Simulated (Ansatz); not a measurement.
SnPt3C:
```cif
data_CPt3Sn
_chemical_formula_sum 'Sn1 Pt3 C1'
_space_group_name_H-M_alt 'P 1'
_space_group_IT_number 1
_cell_length_a 4.23394
_cell_length_b 4.23394
_cell_length_c 4.23394
_cell_angle_alpha 90.000
_cell_angle_beta 90.000
_cell_angle_gamma 90.000
loop_
_space_group_symop_operation_xyz
  'x, y, z'
loop_
_atom_site_label
_atom_site_type_symbol
_atom_site_fract_x
_atom_site_fract_y
_atom_site_fract_z
_atom_site_occupancy
Sn1 Sn 0.00000 0.00000 0.00000 1
Pt1 Pt 0.00000 0.50000 0.50000 1
Pt2 Pt 0.50000 0.00000 0.50000 1
Pt3 Pt 0.50000 0.50000 0.00000 1
C1 C 0.50000 0.50000 0.50000 1
```

Relaxed with PBEsol.

Q: Which orbitals make up the states near the Fermi level in PBEsol (plane waves, PAW; program Ansatz)?

A: Within 0.5 eV of the Fermi level: Pt 5d 58 %, C 2p 13 %, Sn 5s 11 %, Sn 5p 8 %, Pt 6s 8 %. Projections are on Löwdin-orthogonalised atomic valence shells; empty p or d shells of many metals are not among them.

Q: Tabulate the density of states.

A: States/eV per cell of 5 atoms, in 0.25 eV bins, energy from the Fermi level.

| E (eV) | total | Pt 5d | Sn 5p | C 2p |
|---|---|---|---|---|
| -7.85 | 2.05 | 0.86 | 0.06 | 0.63 |
| -7.60 | 2.11 | 0.92 | 0.07 | 0.69 |
| -7.35 | 2.24 | 0.99 | 0.09 | 0.78 |
| -7.10 | 2.12 | 0.92 | 0.11 | 0.76 |
| -6.85 | 1.80 | 0.80 | 0.10 | 0.65 |
| -6.60 | 2.12 | 1.00 | 0.17 | 0.66 |
| -6.35 | 2.30 | 1.22 | 0.12 | 0.74 |
| -6.10 | 2.15 | 1.23 | 0.09 | 0.67 |
| -5.85 | 2.77 | 1.71 | 0.18 | 0.69 |
| -5.60 | 4.00 | 2.53 | 0.49 | 0.63 |
| -5.35 | 3.38 | 2.13 | 0.69 | 0.21 |
| -5.10 | 5.09 | 3.53 | 1.03 | 0.14 |
| -4.85 | 7.49 | 5.61 | 1.24 | 0.28 |
| -4.60 | 5.71 | 4.16 | 0.93 | 0.40 |
| -4.35 | 4.41 | 3.32 | 0.51 | 0.41 |
| -4.10 | 4.11 | 3.44 | 0.32 | 0.21 |
| -3.85 | 6.22 | 5.83 | 0.22 | 0.05 |
| -3.60 | 2.43 | 2.28 | 0.06 | 0.03 |
| -3.35 | 7.00 | 6.43 | 0.21 | 0.11 |
| -3.10 | 7.09 | 6.11 | 0.43 | 0.20 |
| -2.85 | 7.40 | 6.46 | 0.22 | 0.26 |
| -2.60 | 4.40 | 4.08 | 0.07 | 0.07 |
| -2.35 | 7.26 | 6.91 | 0.06 | 0.11 |
| -2.10 | 7.57 | 7.21 | 0.05 | 0.08 |
| -1.85 | 4.41 | 4.03 | 0.08 | 0.03 |
| -1.60 | 1.89 | 1.79 | 0.02 | 0.02 |
| -1.35 | 2.27 | 2.20 | 0.02 | 0.02 |
| -1.10 | 3.16 | 3.09 | 0.02 | 0.03 |
| -0.85 | 1.95 | 1.91 | 0.03 | 0.01 |
| -0.60 | 4.66 | 3.03 | 0.39 | 0.49 |
| -0.35 | 7.15 | 4.66 | 0.62 | 0.74 |
| -0.10 | 4.43 | 2.28 | 0.37 | 0.50 |
| 0.15 | 2.07 | 1.03 | 0.13 | 0.38 |
| 0.40 | 1.88 | 1.00 | 0.15 | 0.45 |
| 0.65 | 3.10 | 1.44 | 0.12 | 0.87 |
| 0.90 | 1.11 | 0.42 | 0.13 | 0.31 |
| 1.15 | 0.98 | 0.31 | 0.29 | 0.13 |
| 1.40 | 1.01 | 0.26 | 0.42 | 0.12 |
| 1.65 | 1.24 | 0.30 | 0.56 | 0.15 |
| 1.90 | 1.76 | 0.40 | 0.87 | 0.21 |
| 2.15 | 1.91 | 0.42 | 0.94 | 0.21 |
| 2.40 | 2.14 | 0.46 | 0.89 | 0.21 |
| 2.65 | 2.61 | 0.57 | 0.94 | 0.24 |
| 2.90 | 2.50 | 0.59 | 0.83 | 0.23 |
| 3.15 | 3.06 | 0.67 | 0.96 | 0.29 |
| 3.40 | 1.72 | 0.36 | 0.59 | 0.19 |
| 3.65 | 1.91 | 0.36 | 0.47 | 0.24 |
| 3.90 | 2.19 | 0.36 | 0.48 | 0.26 |
| 4.15 | 2.16 | 0.34 | 0.51 | 0.26 |
| 4.40 | 1.89 | 0.28 | 0.47 | 0.21 |
| 4.65 | 1.95 | 0.33 | 0.58 | 0.27 |

Space group Pm-3m (anti-perovskite). The start of the workflow was typed in or built on a structure type; neither database checked (COD, Materials Project) lists it. Its standing as an ambient phase is unchecked. The cell was relaxed with PBEsol under the symmetry of its start. At this level the phase is dynamically unstable (imaginary phonons). The run is not spin-polarised. Its formation energy is positive at this level, so the cell may be metastable or incomplete. Spin–orbit coupling is left out wherever it is not named.

Potentials: the earlier of the program's two PAW sets. The files were generated under PBE; for other functionals the program regenerates the frozen cores, and for LDA and PBEsol the local potential too.
